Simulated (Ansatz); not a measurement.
A geometry of Cr away from equilibrium: the start of the relaxation of a relaxed Cr cell displaced along its unstable phonon at q = (½, 0, 0) of its primitive reciprocal cell (235i cm⁻¹), largest move 0.15 Å. Level of theory: r2SCAN (plane waves to 500 eV, PAW, scalar-relativistic; Ansatz, a quantum-chemistry and plane-wave program). Γ-centred k-mesh 8×15×14 on the run's cell (coarser than for final values), Fermi–Dirac smearing 0.05 eV.

```xyz
2
Lattice="2.3703 -4.5095 0.0000 1.1851 2.2548 0.0000 0.0000 0.0000 2.2562" Properties=species:S:1:pos:R:3 pbc="T T T"
Cr     0.0000     0.0000     0.1500
Cr     2.3703     0.0000    -0.1500
```

Task: Predict the force on each atom, in eV/Å.

Result: 
| atom | Fx | Fy | Fz |
|---|---|---|---|
| Cr1 | 0.00 | 0.00 | 1.17 |
| Cr2 | 0.00 | 0.00 | -1.17 |

Task: What is the pressure?

Result: -2.2 GPa, compression positive.

Task: How much energy per atom can still be gained by relaxing?

Result: 0.42 eV/atom; the path ends in I4/mmm (No. 139).

No spin polarisation in the result. A magnetic state may lie lower.

The run could not lose the symmetry of its start: the end is stationary, and may be a saddle point rather than a minimum.

The end of the path is a generated cell of Cr: the first start was made by placing the elements on the sites of a structure type, and the end was not matched to a known phase here, so it may be hypothetical. Known forms of Cr include space group No. 229.
